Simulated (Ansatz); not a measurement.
As:
```
As
1.0
   -3.45166     3.45166     3.45166
    3.45166    -3.45166     3.45166
    3.45166     3.45166    -3.45166
As
4
Direct
  0.00000   0.25000   0.50000
  0.25000   0.50000   0.00000
  0.50000   0.00000   0.25000
  0.25000   0.25000   0.25000
```

Relaxed with r²SCAN.

**Question.** Map the electron localisation function on the plane through (0.500, 0.000, 0.250) spanned by u = [1, 1, 0] and v = [1, -1, 0] in lattice vectors, from r²SCAN (plane waves, PAW; program Ansatz).

**Answer.** x is the fraction of u, y of v (the angle between them is 90°; rows are the nearest grid lines); atoms in the plane: As at (0.00, 0.00), As at (0.50, 0.50), As at (0.00, 0.75), As at (0.50, 0.25).
```
|#-=#@@@#*===--.      .--===*#@@@#=-#|
|+*#@@%%*=:...          ...:=*%%@@#*+|
|%@@%%#*=:.                .:=*#%%@@%|
|@@@%*=:..                  ..:=*%@@@|
|%@@%%#*=:.                .:=*#%%@@%|
|:-+%@@@#+--::..      ..::--+#@@@%+-:|
|#-=#@@@#*===--.      .--===*#@@@#=-#|
|+*#@@@%#****+=:..  ..:=+****#%@@@#*+|
|%%%%##******+=--------=+******##%%%%|
|----=++******##%%%%%%##******++=----|
|..::-=+****#%%@@%%%%@@%%#****+=-::..|
|   .-=+++*#%@@@*-::-*@@@%#*+++=-.   |
|    .:::-=*%@@@*-::-*@@@%*=-:::.    |
|        .:-+#%%@@@@@@%%#+-:.        |
|         ..-=*#%@@@@%#*=-..         |
|         ..-=*#%@@@@%#*=-..         |
|     ...:-+#%@@%*++*%@@%#+-:...     |
|   .:-===+*%@@%+-++-+%@@%*+===-:.   |
|   .-=+++*#%@@@*-::-*@@@%#*+++=-.   |
|..::-=+****#%%@@%%%%@@%%#****+=-::..|
|***+++******+++******+++******+++***|
|%%@@@%##****+=-:....:-=+****##%@@@%%|
|+*#@@@%#****+=:..  ..:=+****#%@@@#*+|
|#-=#@@@#*===--.      .--===*#@@@#=-#|
```
Scale: ten equal steps from 0.002 (start of ' ') to 0.658 (end of '@'), in the order ' .:-=+*#%@'; x runs from 0.000 to 1.00, y from 0.000 (bottom) to 1.00 (top).

The density is the valence pseudo-density with augmentation charge, so density and ELF within about 1 Å of a nucleus are not all-electron values.

Space group I4_132. The start of the workflow was typed in or built on a structure type; neither database checked (COD, Materials Project) lists it. It is not the phase usual at ambient conditions (space group No. 166). The cell was relaxed with r²SCAN under the symmetry of its start. At this level the phase is mechanically unstable. The volume moved by 53 % from the start of the relaxation.

Potentials: the later of the program's two PAW sets.
